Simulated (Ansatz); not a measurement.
The relaxed structure here is a generated cell of ScSi: the first start was made by placing the elements on the sites of a structure type, and the end was not matched to a known phase here, so it may be hypothetical.

A relaxed structure of ScSi. Space group P4₂/mnm (No. 136). All values below come from PBE (plane waves to 420 eV, PAW, scalar-relativistic; Ansatz, a program for electronic structure).

```xyz
8
Lattice="6.0557 0.0000 0.0000 0.0000 6.0557 0.0000 0.0000 0.0000 6.1135" Properties=species:S:1:pos:R:3 pbc="T T T"
Sc     1.7171     4.3385     3.0567
Sc     4.3385     1.7171     3.0567
Sc     4.7450     4.7450     0.0000
Sc     1.3107     1.3107     0.0000
Si     3.0278     3.0278     4.9652
Si     0.0000     0.0000     4.2050
Si     3.0278     3.0278     1.1482
Si     0.0000     0.0000     1.9085
```

```yaml
volume_per_atom: 28.02 Å³
density: 2.16 g/cm³
band_gap: zero (metallic)
shortest_distances: Si–Si 2.30 Å; Sc–Si 2.66 Å
k-mesh: 8×8×8
```

Band energies at high-symmetry points (eV from the Fermi level; labels of this space group; no spin-orbit coupling), from −5 eV up to 1.1 eV:

| point | energies |
|---|---|
| Γ | -3.40 -3.00 -3.00 -2.66 -1.18 -1.18 -0.68 -0.68 -0.51 0.20 0.33 0.45 0.54 0.54 0.88 |
| X | -3.50 -3.50 -2.25 -2.25 -1.84 -1.84 -0.79 -0.79 -0.17 -0.17 0.35 0.35 0.69 0.69 |
| M | -3.42 -3.42 -3.03 -3.03 -1.29 -1.29 -0.95 -0.95 -0.15 -0.15 0.66 0.66 |
| Z | -2.20 -2.20 -2.08 -2.08 -1.66 -1.66 -0.81 -0.81 -0.14 -0.14 0.03 0.03 0.19 0.19 0.63 0.63 |
| R | -2.09 -2.09 -1.85 -1.85 -1.83 -1.83 -1.29 -1.29 -0.45 -0.45 0.11 0.11 0.69 0.69 |
| A | -2.86 -2.86 -2.29 -2.29 -1.72 -1.72 -1.01 -1.01 -0.03 -0.03 0.72 0.72 0.94 0.94 1.07 1.07 |

No spin polarisation in the result.

The run could not lose the symmetry of its start: the end is stationary, and may be a saddle point rather than a minimum.

It was reached from a disturbed copy of a P4₂/mmc (No. 131) cell (AFLOW prototype AB_tP4_131_c_e (B17, as in PtS)), against which it lies -0.09 eV/atom.
